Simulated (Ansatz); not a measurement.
CdS (zinc blende)

```
CELL_PARAMETERS angstrom
      0.00000     5.92662     5.92662
      2.96331     0.00000     2.96331
      2.96331     2.96331     0.00000
ATOMIC_POSITIONS crystal
  S  0.37500 0.75000 0.75000
  S  0.87500 0.75000 0.75000
  Cd 0.00000 0.00000 0.00000
  Cd 0.50000 0.00000 0.00000
```

In each cell atom 2 (S, nearest neighbour Cd at 2.566 Å; its periodic images, 4.2 Å or more away, move with it) moves by s·(0.577, 0.577, 0.577) (along Cartesian [111]), the rest being held.

Level of theory: PBE (plane waves to 420 eV, PAW, scalar-relativistic; Ansatz, a program for electronic structure). k mesh 4×8×8 (Γ-centred), Fermi-Dirac smearing 0.05 eV. E stands for the smeared free energy. Compression counts positive. CdS was relaxed with its symmetry unable to fall. The zero of ΔE is the undisplaced structure.

Task: Estimate the ΔE (meV/cell) and P (GPa) for s (Å) = -0.260, -0.208, -0.104, -0.052, 0.104, 0.156, 0.208, 0.260.

Result: 
```tsv
s (Å)	ΔE (meV/cell)	P (GPa)
-0.260	122.6	0.52
-0.208	83.9	0.36
-0.104	24.0	0.10
-0.052	6.4	0.03
0.104	31.6	0.14
0.156	76.2	0.33
0.208	145.6	0.62
0.260	244.8	1.03
```

(For displaced atoms, the force is minus the slope of the energy, and its curvature is a force constant, which sets phonon frequencies.)
